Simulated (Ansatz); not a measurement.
Input:

Sb₂S₃:
```
CELL_PARAMETERS angstrom
     12.19548     0.00000     0.00000
      0.00000     3.87296     0.00000
      0.00000     0.00000    11.24441
ATOMIC_POSITIONS crystal
  Sb 0.85981 0.75000 0.46678
  Sb 0.14019 0.25000 0.53322
  Sb 0.64019 0.25000 0.96678
  Sb 0.35981 0.75000 0.03322
  Sb 0.96506 0.25000 0.17166
  Sb 0.03494 0.75000 0.82834
  Sb 0.53494 0.75000 0.67166
  Sb 0.46506 0.25000 0.32834
  S  0.87597 0.75000 0.05701
  S  0.12403 0.25000 0.94299
  S  0.62403 0.25000 0.55701
  S  0.37597 0.75000 0.44299
  S  0.04479 0.75000 0.37517
  S  0.95521 0.25000 0.62483
  S  0.45521 0.25000 0.87517
  S  0.54479 0.75000 0.12483
  S  0.30138 0.25000 0.18745
  S  0.69862 0.75000 0.81255
  S  0.19862 0.75000 0.68745
  S  0.80138 0.25000 0.31255
```

This is the PBE-relaxed structure. Tensor components refer to the Cartesian frame of this cell.

Task: All from plane-wave PAW PBE (Ansatz code), unless another level is named. Estimate the smallest direct gap on the standard path.

Result: 1.37 eV.

Task: Next, the formation energy from the elements (no fitted shifts)?

Result: -0.26 eV/atom.

Task: Next, the band gap?

Result: 1.30 eV (indirect).

Task: Give the valence-band maximum.

Result: off the standard path, at k = (0.385, 0.000, 0.156) in fractions of the reciprocal vectors.

Task: Predict the conduction-band minimum.

Result: on the Γ–Z line, 79 % of the way from Γ (k = 0.000, 0.000, 0.396 in fractions of the reciprocal vectors) (2 equivalent valleys).

Space group Pnma. The PBE relaxation kept the symmetry of its start. A crystal of weakly bound chains computed without a dispersion correction: the cell and the soft elastic constants depend strongly on that. The references are the lowest solids computed at this level, not always the standard phases. Scalar-relativistic: spin–orbit coupling is off unless named, which matters more the heavier the elements.

Potentials: the later of the program's two PAW sets.
